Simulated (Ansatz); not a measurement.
Level of theory: Ansatz 0.2.0, DFT PBE, scalar-relativistic, plane waves, PAW. Settings: cutoff 420 eV, Γ-centred meshes spaced at most about 0.3 Å⁻¹, and about 0.25 Å⁻¹ or finer for metals (2π included), Gaussian smearing. No spin polarisation in the final relaxations.

Temperature and zero-point effects are left out.

Two relaxed structures of BiO4:

A.

```yaml
crystal:
  lattice:
    - [-2.54947, 2.54947, 2.54947]
    - [2.54947, -2.54947, 2.54947]
    - [2.54947, 2.54947, -2.54947]
  atoms:
    - { symbol: Bi, position: [0.00000, 0.00000, 0.00000] }
    - { symbol: O, position: [0.50000, 0.50000, 0.50000] }
    - { symbol: O, position: [0.50000, 0.00000, 0.00000] }
    - { symbol: O, position: [0.00000, 0.00000, 0.50000] }
    - { symbol: O, position: [0.00000, 0.50000, 0.00000] }
```

B.

```yaml
crystal:
  lattice:
    - [-2.16220, 2.16220, 3.13291]
    - [2.16220, -2.16220, 3.13291]
    - [2.16220, 2.16220, -3.13291]
  atoms:
    - { symbol: Bi, position: [0.00000, 0.00000, 0.00000] }
    - { symbol: O, position: [0.25000, 0.75000, 0.50000] }
    - { symbol: O, position: [0.75000, 0.25000, 0.50000] }
    - { symbol: O, position: [0.40321, 0.40321, 0.00000] }
    - { symbol: O, position: [0.59679, 0.59679, 0.00000] }
```

Task: Which would you expect to be lower, and how large is the difference?

Result: B is lower, by 0.40 eV/atom. A has space group Im-3m (No. 229), 13.3 Å³/atom and no gap on its mesh; B has space group I4/mmm (No. 139), 11.7 Å³/atom and no gap. Counting O atoms around Bi (those within 1.25 times the shortest such distance or 1.15 times the sum of covalent radii, 1.27 where that leaves under three; a plus sign parts nearer from farther groups; the shortest distance is added where it exceeds 1.18 times the sum of covalent radii), A has Bi 8 and B has Bi 10+8 from 2.5 Å. B holds O–O pairs (shortest 1.21 Å, as in O₂); in A the shortest O–O distance is 2.55 Å. The denser one is the lower, and pressure would at first widen the difference. Even the lower one lies +0.13 eV/atom against the reference forms of the elements (uncorrected), a margin that errors in the energy of the gaseous reference can exceed. In A, Bi has 8 O at 2.21 Å; O has 2 Bi at 2.21 Å and 6 O at 2.55 Å. In B, around Bi lie 10 O at 2.53–2.67 Å and 8 O at 3.12 Å; around O on a site of symmetry -4m2 lie 4 O at 2.37 Å and 4 Bi at 2.67 Å; around O on a site of symmetry 4mm lie 1 O at 1.21 Å, 4 O at 2.37 Å and 1 Bi at 2.53 Å. Both come from invented guesses.

These runs have no spin–orbit coupling, which can matter for Bi. In Im-3m, I4/mmm an odd number of electrons in the primitive cell allows no gap without spin; a larger cell or a magnetic state could open one. A magnetic state wasn't ruled out in cells without spin, among them Im-3m. Cells relaxed within their symmetry can be saddle points.
